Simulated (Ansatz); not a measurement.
The end point of a relaxation of BN. Space group P6₃mc (No. 186), wurtzite type. These are PBE (plane waves to 420 eV, PAW, scalar-relativistic; Ansatz, a program for electronic structure) values and carry that method's errors.

```xyz
4
Lattice="2.5545 0.0000 0.0000 -1.2773 2.2123 0.0000 0.0000 0.0000 4.2246" Properties=species:S:1:pos:R:3 pbc="T T T"
B      1.2773     0.7374     4.2242
B      0.0000     1.4749     2.1119
N      1.2773     0.7374     2.6416
N      0.0000     1.4749     0.5293
```

Q: Estimate the band gap that PBE returns for this input.

A: 5.23 eV, indirect (valence top at Γ, conduction bottom at K) (no spin-orbit coupling).

Q: Give the smallest direct gap at the level PBE.

A: 8.23 eV at 21 % of the way from Γ to M.

No spin polarisation in the result.

Measured for BN: a 2.55 Å (as listed in K. Doll, J. C. Schön, M. Jansen, Physical Review B (2008)); c 4.2 Å (as listed in K. Doll, J. C. Schön, M. Jansen, Physical Review B (2008)). Computed minus measured — a: PBE +0.2 %; c: PBE +0.6 %. The computed values are for a static lattice.

The run could not lose the symmetry of its start.
